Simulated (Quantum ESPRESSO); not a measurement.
SiC has the hexagonal space group P6₃mc (No. 186), the wurtzite structure, Pearson symbol hP4. Cell: a = b = 3.1069 Å, c = 5.0987 Å, α = β = 90.00°, γ = 120.00°. C on 2b has 4 Si at 1.902–1.916 Å (tetrahedral). Si on 2b sees 4 C at 1.902–1.916 Å (tetrahedral). (Neighbours: up to the widest gap in distance over summed covalent radii, below 1.35, at either atom.)

The PBEsol cell relaxed from Materials Project entry mp-7140 was given an isotropic strain of +1 % on all lattice vectors, and the atoms were relaxed again.

**Question.** What does PBEsol (Quantum ESPRESSO, PseudoDojo norm-conserving, 82 Ry, no spin-orbit coupling) give for the electronic structure near the Fermi level?

**Answer.** The PBEsol gap is indirect, 2.18 eV, from Γ to K; the smallest direct gap is 3.80 eV.
